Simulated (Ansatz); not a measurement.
The cell is a free-standing Janus 1T monolayer of ZnFCl; cell and atoms were relaxed with r2SCAN. In-plane lattice: a = 3.353 Å, b = 3.353 Å, γ = 120.0°; thickness between the outer nuclei 2.31 Å. Zn is surrounded by 3 F at 2.13 Å and 3 Cl at 2.40 Å; F is surrounded by 3 Zn at 2.13 Å; Cl is surrounded by 3 Zn at 2.40 Å.

```
Zn F Cl
1.0
     3.35272    0.00000    0.00000
    -1.67636    2.90354    0.00000
     0.00000    0.00000   28.34942
Zn F Cl
1 1 1
Direct
  0.00000 0.00000 0.32354
  0.33333 0.66667 0.35519
  0.66667 0.33333 0.27368
```
Periodic in the plane only; c spans the vacuum.

3 runs of Ansatz on this cell differ in the functional (and in the settings that go with it). Levels are in eV from each run's valence top; v1 is the last filled band, c1 the first empty one.

Run A, mean stress -2.3 N/m (compression positive):
```tsv
point	v5	v3	v1	c1	c2	c3
Γ	-2.43	-1.97	0.00	3.29	6.60	7.50
M	-3.97	-2.54	-0.51	5.00	7.48	8.97
K	-3.64	-2.93	-0.79	5.77	8.70	9.52
```

Run B, mean stress +1.7 N/m (compression positive):
```tsv
point	v5	v3	v1	c1	c2	c3
Γ	-2.34	-1.92	0.00	3.51	6.68	7.29
M	-3.84	-2.48	-0.49	5.26	7.74	9.18
K	-3.53	-2.85	-0.76	6.02	8.91	9.78
```

Run C, mean stress +0.5 N/m (compression positive):
```tsv
point	v5	v3	v1	c1	c2	c3
Γ	-3.03	-2.23	0.00	5.79	8.54	8.86
M	-4.54	-3.01	-0.62	7.72	10.02	11.51
K	-4.29	-3.15	-0.96	8.59	11.30	12.16
```

Problem. Match the runs to LDA, PBE, PBE0.

Solution. A is LDA, B is PBE, C is PBE0. In order of the gap: LDA 3.29, PBE 3.51, PBE0 5.79 eV.

Simulation only: spin-unpolarised, and no claim that this is the phase found in nature.

The stress of a hybrid is loosely converged in these runs.

The meshes of the hybrids are coarse, so their gaps aren't converged to the digits shown.

For some runs the program warns that the potential is rough where the density is thin, which bears on empty states near the vacuum.
